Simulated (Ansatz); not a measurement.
GaN:
```cif
data_GaN
_chemical_formula_sum 'N1 Ga1'
_space_group_name_H-M_alt 'P 1'
_space_group_IT_number 1
_cell_length_a 3.18042
_cell_length_b 3.18042
_cell_length_c 3.18042
_cell_angle_alpha 60.000
_cell_angle_beta 60.000
_cell_angle_gamma 60.000
loop_
_space_group_symop_operation_xyz
  'x, y, z'
loop_
_atom_site_label
_atom_site_type_symbol
_atom_site_fract_x
_atom_site_fract_y
_atom_site_fract_z
_atom_site_occupancy
N1 N 0.75000 0.75000 0.75000 1
Ga1 Ga 0.00000 0.00000 0.00000 1
```

Relaxed with r²SCAN.

Task: Which orbitals make up the states near the band edges in plane-wave PAW r²SCAN (Ansatz code)?

Result: Top 1 eV of the valence band: N 2p 88 %, Ga 4p 7 %. Bottom 1 eV of the conduction band: N 2s 38 %, Ga 4s 37 %, N 2p 15 %, Ga 4p 8 %. Projections are on Löwdin-orthogonalised atomic valence shells; empty p or d shells of many metals are not among them.

Task: Tabulate the density of states.

Result: States/eV per cell of 2 atoms, in 0.25 eV bins, energy from the valence-band maximum.

```csv
E (eV),total,N 2p,Ga 4p,Ga 4s
-7.85,0.00,0.00,0.00,0.00
-7.60,0.00,0.00,0.00,0.00
-7.35,0.00,0.00,0.00,0.00
-7.10,0.09,0.05,0.02,0.02
-6.85,0.28,0.15,0.06,0.07
-6.60,0.42,0.22,0.08,0.10
-6.35,0.60,0.33,0.10,0.15
-6.10,1.45,0.81,0.14,0.44
-5.85,1.78,1.00,0.14,0.55
-5.60,0.64,0.35,0.07,0.15
-5.35,0.45,0.25,0.05,0.10
-5.10,0.37,0.20,0.04,0.07
-4.85,0.29,0.16,0.03,0.06
-4.60,0.26,0.14,0.02,0.05
-4.35,0.36,0.21,0.06,0.04
-4.10,0.79,0.50,0.19,0.05
-3.85,0.87,0.56,0.20,0.06
-3.60,0.81,0.54,0.17,0.06
-3.35,0.86,0.58,0.18,0.05
-3.10,0.97,0.67,0.20,0.05
-2.85,1.20,0.86,0.24,0.05
-2.60,1.32,0.97,0.26,0.04
-2.35,1.31,0.98,0.24,0.04
-2.10,1.31,1.01,0.22,0.03
-1.85,1.31,1.03,0.20,0.03
-1.60,1.33,1.07,0.19,0.02
-1.35,1.36,1.12,0.17,0.02
-1.10,1.36,1.15,0.15,0.01
-0.85,0.92,0.80,0.08,0.01
-0.60,0.66,0.58,0.04,0.00
-0.35,0.46,0.41,0.02,0.00
-0.10,0.18,0.17,0.01,0.00
0.15,0.00,0.00,0.00,0.00
0.40,0.00,0.00,0.00,0.00
0.65,0.00,0.00,0.00,0.00
0.90,0.00,0.00,0.00,0.00
1.15,0.00,0.00,0.00,0.00
1.40,0.00,0.00,0.00,0.00
1.65,0.00,0.00,0.00,0.00
1.90,0.00,0.00,0.00,0.00
2.15,0.00,0.00,0.00,0.00
2.40,0.00,0.00,0.00,0.00
2.65,0.01,0.00,0.00,0.00
2.90,0.02,0.00,0.00,0.01
3.15,0.03,0.01,0.00,0.01
3.40,0.04,0.01,0.01,0.01
3.65,0.05,0.01,0.01,0.01
3.90,0.10,0.02,0.03,0.02
4.15,0.17,0.02,0.07,0.02
4.40,0.24,0.03,0.10,0.03
4.65,0.32,0.05,0.13,0.03
4.90,0.43,0.07,0.18,0.05
5.15,0.61,0.10,0.25,0.07
5.40,0.78,0.12,0.30,0.12
5.65,0.80,0.13,0.31,0.12
5.90,0.82,0.14,0.32,0.13
6.15,0.81,0.14,0.33,0.13
6.40,0.79,0.15,0.33,0.12
6.65,0.80,0.16,0.35,0.11
6.90,0.70,0.15,0.31,0.10
```

Space group F-43m (zinc blende). Symmetry was held in the r²SCAN relaxation. Spin–orbit coupling is left out wherever it is not named.

Potentials: the later of the program's two PAW sets.
